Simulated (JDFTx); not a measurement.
An input for JDFTx (a modified build) (V(110), CANDLE, water, 1 M KF; bohr, hartree) and the course of its log:

```
lattice \
  5.6359191941 2.8179595970 0.0000000000 \
  0.0000000000 3.9851966724 0.0000000000 \
  0.0000000000 0.0000000000 42.1408925792
coords-type Lattice
ion V 0.5000000000 0.0000000000 -0.1418525960 0
ion V 0.0000000000 0.0000000000 -0.0472841990 0
ion V 0.5000000000 0.0000000000 0.0472841990 0
ion V 0.0000000000 0.0000000000 0.1418525960 0
ion-species pseudo/v_pbe_v1.4.upf
elec-cutoff 20 100
elec-ex-corr gga-PBE
coulomb-interaction Slab 001
coulomb-truncation-embed 0 0 0
kpoint-folding 10 10 1
elec-smearing Fermi 0.01
elec-n-bands 37
electronic-scf nIterations 100 energyDiffThreshold 1e-08
fluid LinearPCM
pcm-variant CANDLE
fluid-solvent H2O
fluid-cation K+ 1
fluid-anion F- 1
fluid-minimize nIterations 400 knormThreshold 1e-11
wavefunction read vac.wfns
elec-initial-eigenvals vac.eigenvals
dump-name f0.$VAR
dump End State Ecomponents EigStats BandEigs Forces ElecDensity IonicPositions Fillings Kpoints Dtot FluidDebug BoundCharge FluidDensity
```

```
[one cycle in 5 is shown, and the last three; fluid-solver lines are left out]
	FillingsUpdate:  mu: -0.161957134  nElectrons: 52.000000
SCF: Cycle:  0   F: -286.861303312485234   dF: +3.529e-05   |Residual|: 1.218e-03   |deigs|: 2.952e-06
	FillingsUpdate:  mu: -0.159734484  nElectrons: 52.000000
SCF: Cycle:  5   F: -286.861350460537551   dF: -1.120e-06   |Residual|: 1.452e-04   |deigs|: 4.523e-04
	FillingsUpdate:  mu: -0.159295204  nElectrons: 52.000000
SCF: Cycle: 10   F: -286.861350574749792   dF: +2.983e-07   |Residual|: 1.550e-04   |deigs|: 3.395e-05
	FillingsUpdate:  mu: -0.159321082  nElectrons: 52.000000
SCF: Cycle: 15   F: -286.861350895913176   dF: -6.472e-08   |Residual|: 1.214e-05   |deigs|: 2.019e-05
	FillingsUpdate:  mu: -0.159301978  nElectrons: 52.000000
SCF: Cycle: 20   F: -286.861350900293701   dF: -2.169e-08   |Residual|: 1.086e-05   |deigs|: 1.584e-05
	FillingsUpdate:  mu: -0.159322340  nElectrons: 52.000000
SCF: Cycle: 25   F: -286.861350889235837   dF: -5.343e-11   |Residual|: 3.075e-05   |deigs|: 2.186e-05
	FillingsUpdate:  mu: -0.159316420  nElectrons: 52.000000
SCF: Cycle: 30   F: -286.861350899068384   dF: -1.163e-07   |Residual|: 1.298e-05   |deigs|: 3.078e-05
	FillingsUpdate:  mu: -0.159312864  nElectrons: 52.000000
SCF: Cycle: 35   F: -286.861350904437415   dF: -6.696e-08   |Residual|: 4.719e-06   |deigs|: 9.516e-06
	FillingsUpdate:  mu: -0.159310894  nElectrons: 52.000000
SCF: Cycle: 40   F: -286.861350905085260   dF: -3.472e-08   |Residual|: 5.726e-06   |deigs|: 1.742e-05
	FillingsUpdate:  mu: -0.159313428  nElectrons: 52.000000
SCF: Cycle: 45   F: -286.861350904926667   dF: -1.489e-07   |Residual|: 8.494e-06   |deigs|: 2.750e-05
	FillingsUpdate:  mu: -0.159300348  nElectrons: 52.000000
SCF: Cycle: 50   F: -286.861350898245462   dF: -1.040e-08   |Residual|: 1.922e-05   |deigs|: 1.127e-05
	FillingsUpdate:  mu: -0.159294114  nElectrons: 52.000000
SCF: Cycle: 55   F: -286.861350837796977   dF: +6.773e-08   |Residual|: 4.438e-05   |deigs|: 2.155e-05
	FillingsUpdate:  mu: -0.159312278  nElectrons: 52.000000
SCF: Cycle: 60   F: -286.861350878366807   dF: +2.664e-08   |Residual|: 4.324e-05   |deigs|: 1.554e-05
	FillingsUpdate:  mu: -0.159297166  nElectrons: 52.000000
SCF: Cycle: 65   F: -286.861350896215754   dF: -1.273e-08   |Residual|: 2.272e-05   |deigs|: 6.847e-05
	FillingsUpdate:  mu: -0.159306925  nElectrons: 52.000000
SCF: Cycle: 70   F: -286.861350902352854   dF: +4.917e-09   |Residual|: 1.636e-05   |deigs|: 2.163e-05
	FillingsUpdate:  mu: -0.159349087  nElectrons: 52.000000
SCF: Cycle: 75   F: -286.861350858769981   dF: +4.091e-08   |Residual|: 3.243e-05   |deigs|: 5.311e-05
	FillingsUpdate:  mu: -0.159331047  nElectrons: 52.000000
SCF: Cycle: 80   F: -286.861350871903312   dF: -4.553e-11   |Residual|: 4.523e-05   |deigs|: 3.028e-05
	FillingsUpdate:  mu: -0.159325680  nElectrons: 52.000000
SCF: Cycle: 85   F: -286.861350877578843   dF: -1.580e-08   |Residual|: 4.779e-05   |deigs|: 2.169e-05
	FillingsUpdate:  mu: -0.159309937  nElectrons: 52.000000
SCF: Cycle: 90   F: -286.861350899875674   dF: +7.197e-09   |Residual|: 2.381e-05   |deigs|: 5.870e-06
	FillingsUpdate:  mu: -0.159331372  nElectrons: 52.000000
SCF: Cycle: 95   F: -286.861350879437964   dF: +8.088e-09   |Residual|: 3.716e-05   |deigs|: 2.396e-05
	FillingsUpdate:  mu: -0.159328335  nElectrons: 52.000000
SCF: Cycle: 97   F: -286.861350871491311   dF: +2.491e-08   |Residual|: 3.657e-05   |deigs|: 2.231e-05
	FillingsUpdate:  mu: -0.159312773  nElectrons: 52.000000
SCF: Cycle: 98   F: -286.861350909796556   dF: -3.831e-08   |Residual|: 1.150e-05   |deigs|: 1.657e-05
	FillingsUpdate:  mu: -0.159308456  nElectrons: 52.000000
SCF: Cycle: 99   F: -286.861350878783810   dF: +3.101e-08   |Residual|: 5.242e-05   |deigs|: 4.739e-06
SCF: None of the convergence criteria satisfied after 100 iterations.
IonicMinimize: Iter:   0  F: -286.861350878783810  |grad|_K:  0.000e+00
IonicMinimize: Converged (|grad|_K<1.000000e-04).
```

This run gave no converged result. The loop ran out of cycles short of its threshold. It has stalled and not diverged: the last ten energies span 9e-08 Ha, so the total is near its end, but levels, forces and charges aren't shown converged.
